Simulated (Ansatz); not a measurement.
The relaxed structure here is a generated cell of AlPt: the first start was made by placing the elements on the sites of a structure type, and the end was not matched to a known phase here, so it may be hypothetical.

A relaxed structure of AlPt. Space group Fm-3m (No. 225), rock salt type. Method: PBE (plane waves to 420 eV, PAW, scalar-relativistic; Ansatz, a quantum-chemistry and plane-wave program).

Space group Fm-3m (No. 225); a = 5.1356 Å, b = 5.1356 Å, c = 5.1356 Å, α = 90.00°, β = 90.00°, γ = 90.00°

```csv
atom,site,symmetry,x,y,z
Pt,4a,m-3m,0.0000,0.0000,0.0000
Al,4b,m-3m,0.5000,0.5000,0.5000
```
(The calculation used a cell of 2 atoms; values per cell refer to that cell.)

Volume per atom: 16.93 Å³
Density: 10.89 g/cm³
Band gap: no gap (metallic)
Shortest distances: Al–Pt 2.57 Å
k-mesh: 16×16×16

Band energies at high-symmetry points (eV from the Fermi level; labels of this space group; no spin-orbit coupling), from −5 eV up to 1.3 eV:

| point | energies |
|---|---|
| Γ | -3.35 -3.35 -3.35 -3.25 -3.25 |
| X | -4.38 -2.85 -2.69 -1.79 -1.79 -0.74 |
| U | -4.51 -3.61 -3.31 -1.99 -1.71 -0.26 0.55 |
| K | -4.51 -3.61 -3.31 -1.99 -1.71 -0.26 0.55 |
| L | -4.96 -4.06 -4.06 -2.12 -2.12 -1.11 |
| W | -3.98 -3.98 -3.85 -1.78 -1.34 0.27 0.27 |

No spin polarisation in the result.

The run could not lose the symmetry of its start, so the end can be a saddle point.

All atoms sit on sites fixed by symmetry, so only the cell could relax.
